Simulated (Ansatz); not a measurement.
## Mg (P6/mmm), stationary points along a deformation path

Computed with DFT r2SCAN, scalar-relativistic, plane waves, PAW in Ansatz 0.2.0. Settings: plane waves to 500 eV, k-mesh 21×21×18 (Γ-centred), Gaussian smearing 0.15 eV. No spin polarisation. Energies are free energies at this smearing, counted from the undisturbed cell; pressure is positive in compression.

The undisturbed cell (as given, not relaxed at this level; it stands at 0.6 GPa; this form isn't the usual structure):

```yaml
crystal:
  lattice:
    - [3.05030, 0.00000, 0.00000]
    - [-1.52515, 2.64164, 0.00000]
    - [0.00000, 0.00000, 3.04484]
  atoms:
    - { symbol: Mg, position: [0.00000, 0.00000, 0.00000] }
```

At fixed volume and fractional coordinates, lengths along (0.000, 0.000, 1.000) are scaled against those across it; ρ is that ratio over its starting value. V = 24.535 Å³/atom. Δσ is the stress along the axis less the mean stress across it (compression positive).

```csv
ρ,ΔE (meV/atom),Δσ (GPa),space group
0.850,102.4,14.46,P6/mmm
0.920,21.3,5.92,P6/mmm
1.000,0.0,-0.94,P6/mmm
1.100,40.9,-7.37,P6/mmm
1.200,129.7,-12.78,P6/mmm
```

**Question.** How does the stress give the slope of the energy, and where is the energy stationary?

**Answer.** Along the path d ln(length) is 2/3 d ln ρ on the axis and −1/3 d ln ρ across it, so dE/d ln ρ = −(2/3) V Δσ: the energy falls with ρ where Δσ is positive. Δσ vanishes or changes sign between ρ = 0.920 and 1.000, a minimum (near 0.99 by linear interpolation). Pairs of stationary points between two samples would go unseen, and could change a minimum read from distant neighbours into a maximum.

**Question.** Integrate that slope from ρ = 1 to 0.850 by the trapezoid rule.

**Answer.** With V/N in Å³ and 1 eV/Å³ = 160.2 GPa the slopes at ρ = 1.000, 0.920, 0.850 are 96, -605, -1477 meV/atom per unit of ln ρ. The steps add 21.2 + 82.4 = 103.5 meV/atom, against 102.4 from the energies; the trapezoid rule misses the curvature of the slope within each step.

In a metal these slopes depend on the k mesh and the smearing.